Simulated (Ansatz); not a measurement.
Input and command of a plane-wave DFT calculation in Ansatz:

```yaml
crystal:
  lattice:
    - [4.0058276339, 0.0, 0.0]
    - [0.0, 4.0058276339, 0.0]
    - [0.0, 0.0, 4.0058276339]
  atoms:
    - { symbol: Os, position: [0.0, 0.0, 0.0] }
    - { symbol: Os, position: [0.5, 0.5, 0.5] }
    - { symbol: C, position: [0.25, 0.25, 0.25] }
    - { symbol: C, position: [0.25, 0.75, 0.75] }
    - { symbol: C, position: [0.75, 0.75, 0.25] }
    - { symbol: C, position: [0.75, 0.25, 0.75] }
basis:
  ecutwfc: 500
kpoints:
  mp_grid: { grid: [4, 4, 4] }
hamiltonian:
  xc: r2scan
scf:
  occupations: { method: gaussian, width: 0.1 }
  lower_state_search: "off"
output:
  forces: true
  stress: true
  eigenvalues: true
relax:
  adjacent_minimum: "off"
  f_tol: 0.04
  max_steps: 70
  cell: { stress_tol: 0.4 }
```

```bash
ansatz run input.yaml --threads 1 --pin off --max-ram 2560MiB --backend cpu --events-out ev --progress --plain --runs-dir out
```

Processor: Arm Neoverse V2, 1 thread, on a host shared with other jobs.

Estimate time, memory and problem size.

About 18 s on 1 thread of Arm Neoverse V2 (shared host), peak memory 0.48 GiB. It solves 30 bands at 10 k points (the mesh reduced by the symmetry that the task leaves, which can be less than the crystal's) with about 2103 plane waves (on the last cell), in 38 SCF iterations over 6 ionic steps.
